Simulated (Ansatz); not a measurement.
ZnS (NiAs type, space group No. 194), a = 3.5895 Å, b = 3.5895 Å, c = 5.8802 Å, α = 90.00°, β = 90.00°, γ = 120.00°.

Relaxed with r²SCAN. Plane-wave PAW r²SCAN (Ansatz code) gives a gap of 0.82 eV.

**Question.** What gap does HSE06 give on the same cell (Ansatz, PAW)?

**Answer.** 1.48 eV, 0.66 eV more. The hybrid was solved on a coarser mesh and at special points; its gap is the smallest among all of these.

| k | v1 r²SCAN | c1 r²SCAN | v1 HSE06 | c1 HSE06 |
|---|---|---|---|---|
| Γ | -0.11 | 2.27 | ___ | ___ |
| A | -0.37 | 4.32 | ___ | ___ |
| K | -2.50 | 0.82 | -2.67 | 1.48 |
| H | -0.41 | 4.19 | ___ | ___ |
| M | -0.11 | 2.94 | ___ | ___ |
| L | -1.52 | 2.55 | -1.61 | 3.18 |

**Question.** Top valence (v1) and lowest conduction level (c1) in eV from each method's valence maximum (which need not be a listed point): supply the withheld HSE06 values.

**Answer.** 
- Γ, v1 HSE06: -0.15
- Γ, c1 HSE06: 2.78
- H, v1 HSE06: -0.45
- H, c1 HSE06: 5.00
- A, v1 HSE06: -0.37
- A, c1 HSE06: 4.85
- M, v1 HSE06: -0.15
- M, c1 HSE06: 3.62

Cost on shared cores: the r²SCAN run (SCF on a 9×9×5 mesh, then bands and DOS) very roughly 50 core-seconds, the HSE06 run (SCF on 7×7×4, then a few points) very roughly 6 core-minutes; the tasks are unlike.

Space group P6_3/mmc (NiAs type). The start of the workflow was typed in or built on a structure type; neither database checked (COD, Materials Project) lists it. It is not the phase usual at ambient conditions (space group No. 186, 216). Symmetry was held in the r²SCAN relaxation; whether a distortion lowers the energy is not shown.

Potentials: the later of the program's two PAW sets.
